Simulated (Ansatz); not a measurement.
What DFT gives for SrMg₂Te₂

```
Mg Te Sr
1.0
     4.89920    0.00000    0.00000
    -2.44960    4.24283    0.00000
     0.00000    0.00000    8.16186
Mg Te Sr
2 2 1
Direct
  0.33330 0.66670 0.62860
  0.66670 0.33330 0.37140
  0.33330 0.66670 0.25710
  0.66670 0.33330 0.74290
  0.00000 0.00000 0.00000
```

Method: PBE, no spin polarisation; PAW, plane waves to 420 eV, 8×8×4 Γ-centred mesh, methfessel-paxton occupations (width 0.0444 eV) (Ansatz 0.2.0), atoms fixed.

(1) What is the formation energy?

(2) Give the Bader charges.

(3) Is there a gap?

(4) Which atom feels the largest force, and which way?

Origin: a known structure type with other elements, at an estimated volume, so it need not be a known compound.

Answers

(1) -0.62 eV an atom against the elements' usual phases (free molecules for gases, crystals otherwise, with no correction for O₂ or N₂), so it is bound against them; other compounds may still compete. Relaxing would lower it.

(2) Bader charges in e: Sr +1.31, Mg +1.30, Te -1.96. In the mean Sr gives up most and Te takes most.

(3) It is a metal, with about 5.3 states/eV a cell as the mean within 0.25 eV of the Fermi level.

(4) The largest is on Te3 (and as large on other atoms): 0.21 eV/Å, components (0.00, 0.00, 0.21). It makes 72° with the line to a nearest neighbour, Mg2 at 2.98 Å.
